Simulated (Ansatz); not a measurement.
ZrMo:
```cif
data_MoZr
_chemical_formula_sum 'Mo1 Zr1'
_space_group_name_H-M_alt 'P 1'
_space_group_IT_number 1
_cell_length_a 3.88638
_cell_length_b 3.88638
_cell_length_c 3.88638
_cell_angle_alpha 60.000
_cell_angle_beta 60.000
_cell_angle_gamma 60.000
loop_
_space_group_symop_operation_xyz
  'x, y, z'
loop_
_atom_site_label
_atom_site_type_symbol
_atom_site_fract_x
_atom_site_fract_y
_atom_site_fract_z
_atom_site_occupancy
Mo1 Mo 0.00000 0.00000 0.00000 1
Zr1 Zr 0.50000 0.50000 0.50000 1
```

This is the PBE-relaxed structure.

Question: All from plane-wave PAW PBE (Ansatz code), unless another level is named. Estimate the density of states at the Fermi level.

Answer: 1.4 states/eV per atom (mean over ±0.08 eV).

Question: Predict the formation energy from the elements (no fitted shifts).

Answer: 0.97 eV/atom.

Space group Fm-3m (rock salt). The start of the workflow was typed in or built on a structure type; neither database checked (COD, Materials Project) lists it. Whether it is the stable phase at ambient conditions was not checked. The PBE relaxation kept the symmetry of its start; whether a distortion lowers the energy is not shown. No spin polarisation was allowed. Its formation energy is positive at this level, so the cell may be metastable or incomplete. The references are the lowest solids computed at this level, not always the standard phases. Spin–orbit coupling is left out wherever it is not named.

Potentials: the earlier of the program's two PAW sets.
